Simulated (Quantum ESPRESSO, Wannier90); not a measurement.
# Tight-binding from DFT: SnAs (rock salt)

```
SnAs
1.0
    0.00000     2.87687     2.87687
    2.87687     0.00000     2.87687
    2.87687     2.87687     0.00000
Sn As
1 1
Direct
  0.50000   0.50000   0.50000
  0.00000   0.00000   0.00000
```

Structure: Materials Project mp-2182, symmetrised, not relaxed again. COD (Crystallography Open Database) has an entry of this formula and space group (matched by these alone). Method: LDA plane waves in Quantum ESPRESSO 7.5 (PseudoDojo norm-conserving files, 64 Ry, no spin polarisation, no spin-orbit coupling), Bloch states on a 10×10×10 mesh through Γ, Wannier90 4.0.1. Density: 10×10×10 mesh, cold smearing 0.01 Ry. Spin-orbit coupling is left out although heavy elements are present.

The plane-wave run has 25 bands and 29 electrons a cell. On the energy scale of pw.x, whose zero is arbitrary, the Fermi level lies at 10.89 eV.

Isolated groups of bands, relative to the Fermi level (bands from 12 on overlap up to the last one computed):

```csv
bands,from (eV),to (eV),filling,weight on atomic waves
1–5,-35.80,-35.78,filled,As 3d 100 %
6–10,-21.58,-21.49,filled,Sn 4d 100 %
11,-13.16,-10.43,filled,"As 4s 66 %, Sn 5p 20 %, Sn 5s 11 %"
```

Input w.win, without the blocks of cell, atoms and k-points (1000 lines):

```
num_bands = 15
num_wann = 8
exclude_bands = 1-10
num_iter = 1000
conv_tol = 1.0e-6
conv_window = 4
dis_num_iter = 1000
dis_conv_tol = 1.0e-6
dis_froz_max = 16.34
write_hr = true
write_u_matrices = true
begin projections
f=0.50234,0.49645,0.48870: s;p
f=0.00306,0.00871,0.00270: s;p
end projections
mp_grid = 10 10 10
```

wannier90.x stops with:
```
dis_windows: More states in the frozen window than target WFs
```
At some k-point more bands lie below dis_froz_max than there are Wannier functions, and every frozen state has to fit into the subspace. Mended as below, all else unchanged, the run goes through (Ω_I = 11.3 Å²) and follows the plane-wave bands to 2.9 meV rms (states up to 1.0 eV relative to the Fermi level).
```
dis_froz_max = 12.39
```
